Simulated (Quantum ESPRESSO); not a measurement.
# Ca2ZnAlF7O: input and log of a self-consistent run

Simulated, not a measurement. The program is pw.x of Quantum ESPRESSO 7.5 (plane-wave density functional theory). The cell is made up: 12 atoms on a fluorite lattice, with randomly drawn elements, strain and displacements, not relaxed. PseudoDojo standard norm-conserving files (v0.5 for PBE, v0.4.1 for LDA and PBEsol) set the functional; there is no spin polarisation, spin-orbit coupling or dispersion term, and the masses in the input are unused placeholders.

Input:

```
&control calculation='scf', pseudo_dir='./dojo.nc.sr.pbe.v0_5.standard.upf', outdir='./o', disk_io='low', tprnfor=.true., tstress=.true. /
&system ibrav=0, nat=12, ntyp=5, nbnd=55, ecutwfc=105.61755193, nosym=.true., tot_charge=0,
 occupations='smearing', smearing='fd', degauss=0.0018374661
/
&electrons conv_thr=7.350e-09, electron_maxstep=60, /
ATOMIC_SPECIES
Al 1.0 Al.upf
Ca 1.0 Ca.upf
F 1.0 F.upf
O 1.0 O.upf
Zn 1.0 Zn.upf
CELL_PARAMETERS angstrom
5.4602 0.0 0.0
0.0 5.4602 0.0
0.0 0.0 5.4602
ATOMIC_POSITIONS angstrom
Ca 0.0202 -0.0866 -0.0891
Zn -0.0808 2.595 2.9061
Al 2.7461 -0.0363 2.7494
Ca 2.7975 2.8054 0.0144
F 1.3358 1.3409 1.2576
F 1.2994 1.433 4.1914
F 1.3432 3.9342 1.2454
F 1.4889 4.1314 4.1601
F 4.0502 1.316 1.4553
O 4.0085 1.2078 4.1753
F 4.1512 4.1683 1.4284
F 4.1166 4.0823 4.0243
K_POINTS automatic
6 6 6 1 1 1
```

The log is shortened where brackets say so; the opening notice, blank lines, dates and the lines on written files are dropped, and the path of the files is cut. It prints rydbergs, bohrs and kilobars, and counts compression as positive stress. With no partly filled state, the Fermi energy that it prints is only some level between the filled and the empty states on the mesh, and need not lie in the true gap.

```
     Program PWSCF v.7.5
     Parallel version (MPI & OpenMP), running on       4 processor cores
     Number of MPI processes:                 4
     Threads/MPI process:                     1
     [start-up lines left out]
     bravais-lattice index     =            0
     lattice parameter (alat)  =      10.3183  a.u.
     unit-cell volume          =    1098.5561 (a.u.)^3
     number of atoms/cell      =           12
     number of atomic types    =            5
     number of electrons       =        98.00
     number of Kohn-Sham states=           55
     kinetic-energy cutoff     =     105.6176  Ry
     charge density cutoff     =     422.4702  Ry
     scf convergence threshold =      7.3E-09
     mixing beta               =       0.7000
     number of iterations used =            8  plain     mixing
     Exchange-correlation= PBE
                           (   1   4   3   4   0   0   0)
     [axes and pseudopotential details left out]
   Cartesian axes
     site n.     atom                  positions (alat units)
         1        Ca     tau(   1) = (   0.0036995  -0.0158602  -0.0163181  )
         2        Zn     tau(   2) = (  -0.0147980   0.4752573   0.5322333  )
         3        Al     tau(   3) = (   0.5029303  -0.0066481   0.5035347  )
         4        Ca     tau(   4) = (   0.5123439   0.5137907   0.0026373  )
         5        F      tau(   5) = (   0.2446431   0.2455771   0.2303212  )
         6        F      tau(   6) = (   0.2379766   0.2624446   0.7676276  )
         7        F      tau(   7) = (   0.2459983   0.7205231   0.2280869  )
         8        F      tau(   8) = (   0.2726823   0.7566390   0.7618952  )
         9        F      tau(   9) = (   0.7417677   0.2410168   0.2665287  )
        10        O      tau(  10) = (   0.7341306   0.2212007   0.7646789  )
        11        F      tau(  11) = (   0.7602652   0.7633969   0.2616021  )
        12        F      tau(  12) = (   0.7539284   0.7476466   0.7370243  )
     number of k points=   108  Fermi-Dirac smearing, width (Ry)=  0.0018
     Number of k-points >= 100: set verbosity='high' to print them.
     Dense  grid:   161235 G-vectors     FFT dimensions: (  72,  72,  72)
     Estimated max dynamical RAM per process >     716.14 MB
     Estimated total dynamical RAM >       2.68 GB
     Initial potential from superposition of free atoms
     starting charge      97.9875, renormalised to      98.0000
     Starting wfcs are   56 randomized atomic wfcs
     total cpu time spent up to now is        9.9 secs
     per-process dynamical memory:   607.9 Mb
     Self-consistent Calculation
     iteration #  1     ecut=   105.62 Ry     beta= 0.70
     Davidson diagonalization with overlap
     ethr =  1.00E-02,  avg # of iterations =  8.3
     total cpu time spent up to now is       37.3 secs
     total energy              =    -955.71230492 Ry
     estimated scf accuracy    <       2.48309987 Ry
     iteration #  2     ecut=   105.62 Ry     beta= 0.70
     Davidson diagonalization with overlap
     ethr =  2.53E-03,  avg # of iterations =  4.6
     total cpu time spent up to now is       64.9 secs
     total energy              =    -954.72743247 Ry
     estimated scf accuracy    <      10.30403309 Ry
     iteration #  3     ecut=   105.62 Ry     beta= 0.70
     Davidson diagonalization with overlap
     ethr =  2.53E-03,  avg # of iterations =  3.9
     total cpu time spent up to now is       91.1 secs
     total energy              =    -956.85768032 Ry
     estimated scf accuracy    <       1.51118328 Ry
     iteration #  4     ecut=   105.62 Ry     beta= 0.70
     Davidson diagonalization with overlap
     ethr =  1.54E-03,  avg # of iterations =  2.0
     total cpu time spent up to now is      112.1 secs
     total energy              =    -956.94609976 Ry
     estimated scf accuracy    <       0.26514284 Ry
     iteration #  5     ecut=   105.62 Ry     beta= 0.70
     Davidson diagonalization with overlap
     ethr =  2.71E-04,  avg # of iterations =  3.7
     total cpu time spent up to now is      134.1 secs
     total energy              =    -956.93520122 Ry
     estimated scf accuracy    <       0.09160406 Ry
     [iterations 6 to 9 left out]
     iteration # 10     ecut=   105.62 Ry     beta= 0.70
     Davidson diagonalization with overlap
     ethr =  6.58E-08,  avg # of iterations =  2.0
     total cpu time spent up to now is      267.8 secs
     total energy              =    -956.94015297 Ry
     estimated scf accuracy    <       0.00000797 Ry
     iteration # 11     ecut=   105.62 Ry     beta= 0.70
     Davidson diagonalization with overlap
     ethr =  8.13E-09,  avg # of iterations =  3.2
     total cpu time spent up to now is      293.1 secs
     total energy              =    -956.94015485 Ry
     estimated scf accuracy    <       0.00000144 Ry
     iteration # 12     ecut=   105.62 Ry     beta= 0.70
     Davidson diagonalization with overlap
     ethr =  1.47E-09,  avg # of iterations =  2.2
     total cpu time spent up to now is      316.0 secs
     total energy              =    -956.94015516 Ry
     estimated scf accuracy    <       0.00000008 Ry
     iteration # 13     ecut=   105.62 Ry     beta= 0.70
     Davidson diagonalization with overlap
     ethr =  7.93E-11,  avg # of iterations =  4.5
     total cpu time spent up to now is      348.3 secs
     total energy              =    -956.94015519 Ry
     estimated scf accuracy    <       0.00000004 Ry
     iteration # 14     ecut=   105.62 Ry     beta= 0.70
     Davidson diagonalization with overlap
     ethr =  4.58E-11,  avg # of iterations =  2.0
     total cpu time spent up to now is      369.1 secs
     End of self-consistent calculation
     Number of k-points >= 100: set verbosity='high' to print the bands.
     the Fermi energy is     5.6653 ev
!    total energy              =    -956.94015519 Ry
     estimated scf accuracy    <          1.1E-09 Ry
     smearing contrib. (-TS)   =      -0.00000000 Ry
     internal energy E=F+TS    =    -956.94015519 Ry
     The total energy is F=E-TS. E is the sum of the following terms:
     one-electron contribution =    -603.97686232 Ry
     hartree contribution      =     347.47417687 Ry
     xc contribution           =    -162.40298961 Ry
     ewald contribution        =    -538.03448014 Ry
     convergence has been achieved in  14 iterations
     Forces acting on atoms (cartesian axes, Ry/au):
     atom    1 type  2   force =    -0.01883046    0.03779012    0.01495139
     atom    2 type  5   force =    -0.03594775   -0.05038072    0.01660091
     atom    3 type  1   force =     0.08733182    0.05691587    0.04330542
     atom    4 type  2   force =     0.01830558   -0.05767962   -0.00772360
     atom    5 type  3   force =     0.02145654   -0.03664241    0.06324110
     atom    6 type  3   force =    -0.00090395    0.00050595   -0.05675303
     atom    7 type  3   force =     0.01137707    0.03822856    0.06700935
     atom    8 type  3   force =     0.02057389    0.03500341   -0.07880722
     atom    9 type  3   force =    -0.02031485   -0.01088390    0.02408089
     atom   10 type  4   force =    -0.03340256   -0.00854279   -0.08771443
     atom   11 type  3   force =    -0.04413184    0.00977321    0.03234050
     atom   12 type  3   force =    -0.00551350   -0.01408767   -0.03053128
     Total force =     0.244507     Total SCF correction =     0.000118
     Computing stress (Cartesian axis) and pressure
          total   stress  (Ry/bohr**3)                   (kbar)     P=      -86.28
  -0.00058472  -0.00018437  -0.00005347          -86.01      -27.12       -7.87
  -0.00018437  -0.00056770   0.00000408          -27.12      -83.51        0.60
  -0.00005347   0.00000408  -0.00060707           -7.87        0.60      -89.30
     init_run     :      9.28s CPU      9.69s WALL (       1 calls)
     electrons    :    355.20s CPU    359.23s WALL (       1 calls)
     forces       :      4.67s CPU      4.68s WALL (       1 calls)
     stress       :     16.79s CPU     16.79s WALL (       1 calls)
     [timing details left out]
     PWSCF        :   6m26.28s CPU   6m30.78s WALL
     JOB DONE.
```

In other units: free energy -13019.834 eV for the cell, pressure -8.63 GPa, largest force component 2.255 eV/Å. This run is the check on a run of the same cell at 1143 eV and a 4 x 4 x 4 mesh: rerunning at 1437 eV and a 6 x 6 x 6 mesh moved values by no more than 0.003 eV in energy, 0.02 GPa in stress and 0.002 eV/Å in force.